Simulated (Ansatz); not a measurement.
## Formation energy of RbIn (CsCl type)

```yaml
crystal:
  lattice:
    - [4.45288, 0.00000, 0.00000]
    - [0.00000, 4.45288, 0.00000]
    - [0.00000, 0.00000, 4.45288]
  atoms:
    - { symbol: Rb, position: [0.00000, 0.00000, 0.00000] }
    - { symbol: In, position: [0.50000, 0.50000, 0.50000] }
```

The cell comes from a relaxation on PAW files under the same functional, begun from a prototype that needn't be the stable phase.

All numbers are PBE results (scalar-relativistic) from Ansatz 0.2.0, with a Γ-centred 9×9×9 k mesh, Fermi–Dirac smearing of 0.05 eV, no spin polarisation. Methods: LAPW: all electrons, basis error target 0.5 meV/atom; PAW: frozen-core files, cutoff 420 eV; norm-conserving: pseudopotentials, cutoff 952 eV.

The elements are taken as In bct, Rb bcc, each relaxed on PAW files under the same functional and computed by the same method as the compound; zero-point and thermal terms are left out.

The norm-conserving files are those that the library serves for this functional.

Question: Give the formation energy by each method, with the residual pressure at this cell and the LAPW gap.

Answer: 

| method | ΔE(formation) (eV/atom) | P at this cell (GPa) | gap (eV) |
| --- | --- | --- | --- |
| LAPW | 0.144 | -0.02 | 0.00 |
| PAW | 0.144 | -0.02 | – |
| norm-conserving | 0.145 | -0.02 | – |

Question: Give the LAPW value for one formula unit in kJ/mol.

Answer: 0.144 eV/atom × 2 atoms × 96.485 kJ/(mol·eV) = 27.8 kJ/mol, at zero temperature and without zero-point motion.

Question: What Bader charges does the PAW density give?

Answer: Rb1 +0.60 e, In2 -0.60 e.
